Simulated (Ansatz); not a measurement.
## PtOS (Janus 1T monolayer) from LDA to hybrids

All numbers come from Ansatz 0.2.0. Non-magnetic throughout. Whether this structure exists isn't addressed.

The cell is a free-standing Janus 1T monolayer of PtOS; cell and atoms were relaxed with r2SCAN. In-plane lattice: a = 3.343 Å, b = 3.343 Å, γ = 120.0°; thickness between the outer nuclei 2.17 Å. Pt is surrounded by 3 O at 2.16 Å and 3 S at 2.27 Å; O is surrounded by 3 Pt at 2.16 Å; S is surrounded by 3 Pt at 2.27 Å.

Band edges at fixed r2SCAN geometry:
```csv
level,k mesh,gap (eV),kind,edges,least direct gap (eV)
LDA,12×12×1,1.22,indirect,K–Γ (0.70) → K,1.57
PBE,12×12×1,1.30,indirect,K–Γ (0.70) → K,1.65
PBE+SOC,12×12×1,1.17,indirect,"(0.083, 1/6, 0) → K",1.46
r2SCAN,12×12×1,1.53,indirect,K–Γ (0.70) → K,1.91
r2SCANh,6×6×1,2.26,indirect,K–Γ (0.70) → K,2.69
HSE06,6×6×1,2.50,indirect,K–Γ (0.70) → K,2.98
HSE06+SOC,6×6×1,2.38,indirect,K–Γ (0.50) → K,2.78
PBE0,6×6×1,3.24,indirect,K–Γ (0.70) → K,3.74
Hartree-Fock,6×6×1,9.88,indirect,Γ → K,10.40
```
PBE: smearing of 0.02 eV; the others have fixed occupations.
Wave cutoffs: 420 eV, 500 eV (r2SCAN, r2SCANh).
Points off the special ones are mesh points or PBE's searched band edges, reused at the other levels.

The HSE06 gap is indirect, 2.50 eV (K–Γ (0.70 of the way from K) to K), below the direct gap of 2.98 eV at K. Spin-orbit coupling changes the PBE gap by -0.13 eV, to 1.17 eV. Spin-orbit coupling changes the HSE06 gap by -0.12 eV, to 2.38 eV.

r2SCAN covers 19 % of the step from PBE to HSE06. For gaps to 0.1 eV, spin-orbit coupling (up to 0.20 eV here) has to be included. Among these functionals the gap stays indirect.

Only the levels marked +SOC include spin-orbit coupling.

Coordinates of k points refer to the reciprocal vectors of the primitive cell of the runs.

The meshes of the hybrids are coarse, so their gaps aren't converged to the digits shown.
